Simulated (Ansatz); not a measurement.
One crystal and one scan (energy against volume) at two levels, PBE (plane waves to 420 eV, PAW, scalar-relativistic; Ansatz, a quantum-chemistry and plane-wave program) and r2SCAN (plane waves to 500 eV, PAW, scalar-relativistic; Ansatz), each from its own relaxed cell and on its own mesh. The cell shown is that of PBE.

CuI (zinc blende)

```yaml
crystal:
  lattice:
    - [0.00000, 3.03967, 3.03967]
    - [3.03967, 0.00000, 3.03967]
    - [3.03967, 3.03967, 0.00000]
  atoms:
    - { symbol: I, position: [0.75000, 0.75000, 0.75000] }
    - { symbol: Cu, position: [0.00000, 0.00000, 0.00000] }
```

Equation-of-state scan: isotropic scaling of the cell above, V₀ being its volume. Symmetry pins the atoms to their sites.

E stands for the smeared free energy. CuI is run without spin polarisation. CuI was relaxed with its symmetry unable to fall. Spin-orbit coupling is left out, though I is heavy. Percentages come from the unrounded values. Both scans cover V/V₀ from 0.900 to 1.100.

Results of PBE:

| Quantity | Result |
|---|---|
| Lattice constant a (Å) | 6.079 |
| Pressure at the smallest volume (GPa) | 5.40 |
| Energy cost of the largest compression (meV/atom) | 42.3 |
| Energy cost of the largest expansion (meV/atom) | 28.1 |
| Bulk modulus B₀ (third-order Birch-Murnaghan fit) (GPa) | 38.9 |
| Pressure for 5 % compression (fit) (GPa) | 2.3 |

Estimate the r2SCAN values.


| quantity | r2SCAN | PBE − r2SCAN |
|---|---|---|
| Lattice constant a (Å) | 6.023 | +0.056 (+0.9 %) |
| Pressure at the smallest volume (GPa) | 6.05 | -0.65 (-11 %) |
| Energy cost of the largest compression (meV/atom) | 46.2 | -3.9 (-8.4 %) |
| Energy cost of the largest expansion (meV/atom) | 30.7 | -2.6 (-8.6 %) |
| Bulk modulus B₀ (third-order Birch-Murnaghan fit) (GPa) | 43.8 | -4.9 (-11 %) |
| Pressure for 5 % compression (fit) (GPa) | 2.6 | -0.3 (-11 %) |

PBE gives the higher value for: lattice constant a. PBE gives the lower value for: pressure at the smallest volume; energy cost of the largest compression; energy cost of the largest expansion; bulk modulus B₀; pressure for 5 % compression. For the lattice constant a the reference is 6.053 Å (measured, room temperature or unstated; as given in arXiv:2305.18931): it holds thermal shifts, so no verdict is drawn. For the bulk modulus B₀ the reference is 36.6 GPa (measured, room temperature or unstated; as given in Abhijith M. Gopakumar, M. K. Gupta, R. Mittal et al., Physical Chemistry Chemical Physics (2017), arXiv:1612.07068): it holds thermal shifts, so no verdict is drawn. 

(Under strain, the slope of the energy per volume gives the stress and its curvature an elastic modulus.)
